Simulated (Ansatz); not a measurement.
What settings do to one calculation: C started on a P site next to a P vacancy in wurtzite AlP, 15 atoms, charge 0

Ansatz (PAW, plane waves), atoms fixed. The base input:

```yaml
crystal:
  lattice:
    - [7.723336, 0.000000, 0.000000]
    - [0.000000, 6.688606, 0.000000]
    - [0.000000, 0.000000, 6.337990]
  atoms:
    - { symbol: Al, position: [0.025860, 0.337126, 0.978587], spin: 0.286 }
    - { symbol: Al, position: [0.505232, 0.353793, 0.017783], spin: 0.286 }
    - { symbol: Al, position: [0.237721, 0.847306, 0.017597] }
    - { symbol: Al, position: [0.752675, 0.844421, 0.017427] }
    - { symbol: Al, position: [0.263495, 0.184214, 0.478669], spin: 0.286 }
    - { symbol: Al, position: [0.004963, 0.645830, 0.474247], spin: 0.286 }
    - { symbol: Al, position: [0.727702, 0.156460, 0.514060], spin: 0.286 }
    - { symbol: Al, position: [0.488851, 0.660962, 0.500160], spin: 0.286 }
    - { symbol: C, position: [0.472865, 0.334622, 0.367924], spin: 0.286 }
    - { symbol: P, position: [0.258372, 0.818010, 0.386654] }
    - { symbol: P, position: [0.755548, 0.828200, 0.340863] }
    - { symbol: P, position: [0.266389, 0.177912, 0.896379] }
    - { symbol: P, position: [0.972408, 0.690951, 0.887187] }
    - { symbol: P, position: [0.727954, 0.146344, 0.898758] }
    - { symbol: P, position: [0.499621, 0.651756, 0.868712] }
kpoints:
  mp_grid: { grid: [2, 2, 2], shift: [0.5, 0.5, 0.5] }
hamiltonian:
  xc: pbesol
magnetization:
  spin_polarized: true
scf:
  occupations: { method: fermi_dirac, width: 0.01 }
output:
  forces: true
  eigenvalues: true
  stress: true
  populations: true
```

Command:

```sh
ansatz run in.yaml --threads 7 --pin off --max-ram 13300MiB --runs-dir r --events-out ev --progress --plain
```

It converged in 15 iterations and 4.2 s of wall time on 7 threads of a Neoverse-V2 processor, on a host shared with other runs; peak host memory 0.97 GiB; largest force component 5.51 eV/Å, pressure -2.84 GPa. The cutoff was the default, 420 eV. The base isn't a converged reference: it has few k points, and its atoms are unrelaxed. Each run below changes the keys shown and caps the iterations.

```tsv
run	changed	ending	iterations	free energy less the base (meV per atom)	rms change of forces (eV/Å)	change of pressure (GPa)	wall time (s, shared host)
1	initial_magnetization 2, max_iter 90	converged	16	0.0	0.000	0.00	3.9 CPU
2	dr2_threshold 1e-05, max_iter 14	converged	11	0.0	0.000	0.00	7.6 CPU
3	n_extra_bands 60, max_iter 50	converged	16	0.0	0.000	0.00	6.1 CPU
4	initial_magnetization 8, occupations cold, n_extra_bands 0, max_iter 80	refused	–	–	–	–	–
5	dr2_threshold 0.01, mixing beta 0.01, max_iter 80	converged	41	0.0	0.000	0.00	13 CPU
6	dispersion rvv10, ecutrho_ratio 1, max_iter 70	refused	–	–	–	–	–
7	dispersion rvv10, max_iter 6	refused	–	–	–	–	–
8	dr2_threshold 1e-05, max_iter 90	converged	15	0.0	0.000	0.00	4.4 CPU
```

Which changes leave the result alone, and which of the same physical model moves the forces most?

The forces move by under 0.002 eV/Å in runs 1, 2, 3, 5, 8. Among the runs with the same functional, charge and dispersion term, none moves them by over 0.01 eV/Å.

Why did some runs give no result?

- run 4: inconsistent input (scf.n_extra_bands): n_bands = 29 cannot host the net starting moment |Σ_I m_I| = 8.0000 μB: with N_el = 58 the majority spin channel must hold (N_el + |M|)/2 = 33.0000 electrons at no more than one per band — at least 33 bands (29 bands …
- run 6: inconsistent input (hamiltonian.dispersion, hamiltonian.xc): `dispersion: rvv10` has no transferable b for PBE exchange — Sabatini et al. (2013) fitted b=6.3 to rPW86, and the PBE refits of Peng & Perdew (2017) are task-dependent (b=6.6 S22 / b=10.0 layered). …
- run 7: inconsistent input (hamiltonian.dispersion, hamiltonian.xc): `dispersion: rvv10` has no transferable b for PBE exchange — Sabatini et al. (2013) fitted b=6.3 to rPW86, and the PBE refits of Peng & Perdew (2017) are task-dependent (b=6.6 S22 / b=10.0 layered). …
